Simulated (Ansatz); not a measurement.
Ta$_{2}$N (anti-CdI2 type, space group No. 164) at seven volumes, DFT-PBE in the program Ansatz with PAW potentials, shape and atoms relaxed at each. One row is withheld.

```tsv
V (Å³/atom)	P (GPa)
12.331	?
12.738	19.27
13.144	8.85
13.551	0.00
13.958	-7.42
14.364	-13.54
14.771	-18.78
```

### Question
Fit the shown pressures and predict the withheld one.

### Answer
P = (3/2)B₀(x^(7/2) − x^(5/2))[1 + (3/4)(B′ − 4)(x − 1)] with x = (V₀/V)^(2/3). Least squares on the six rows gives V₀ = 13.551 Å³/atom, B₀ = 268 GPa, B′ = 4.83. At V = 12.331, x = 1.0649 and P = 31.77 GPa. The run itself gave 31.53 GPa.

Space group P-3m1 (anti-CdI2 type). The cell was relaxed with PBE under the symmetry of its start. No spin polarisation was allowed. The volume moved by 20 % from the start of the relaxation. Spin–orbit coupling is left out wherever it is not named.

Potentials: the later of the program's two PAW sets.
